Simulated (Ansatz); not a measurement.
# NaWO$_{3}$: pressure against volume

NaWO$_{3}$, Pm-3m, a = 3.875 Å. The structure is a COD entry; whether it is the stable form wasn't checked. Ansatz: PBEsol, PAW, 420 eV, Γ-centred 10×10×10 mesh on 5 atoms, Gaussian smearing 0.10 eV; no spin polarisation. Symmetry fixes shape and atoms, so the cell is only scaled; pressure is positive in compression.

```tsv
V (Å³/atom)	P (GPa)
10.942	15.94
11.291	7.32
11.640	0.00
11.990	-6.21
12.339	?
```

Q: Take V0 = 11.640 Å³/atom, fit the third-order Birch–Murnaghan form to the other rows, and predict the missing pressure.

A: With the Eulerian strain f = ½[(V0/V)^(2/3) − 1] and y = P/[3f(1 + 2f)^(5/2)], the form is the line y = B0 + 1.5 B0 (B0′ − 4) f. Rows (f, y): 0.02104, 227.8; 0.01025, 226.3; -0.00978, 222.4. Means f = 0.007170, y = 225.50; Σ(Δf)² = 0.0004892, ΣΔfΔy = 0.08691; the slope is their ratio. y = 224.2 + 177.7 f GPa, so B0 = 224.2 GPa and B0′ = 4 + 2 × (177.7)/(3 × 224.2) = 4.53. At V = 12.339, f = -0.01907, y = 220.81 and P = -11.46 GPa. The run gave -11.47 GPa, so the fit is 0.01 GPa too high, within twice the rms miss on the fitted rows (0.007 GPa). The form still works here, 33 % of the fitted range beyond its end.

Spin polarisation was left out, and a magnetic state may lie lower. Spin–orbit coupling is left out, which can shift energies with elements as heavy as these.

Symmetry holds off the tilts and polar distortions that many cubic perovskites undergo.

Cost: 5 runs of about 0.83 core-minutes in all, on Arm Neoverse V2 (shared hosts).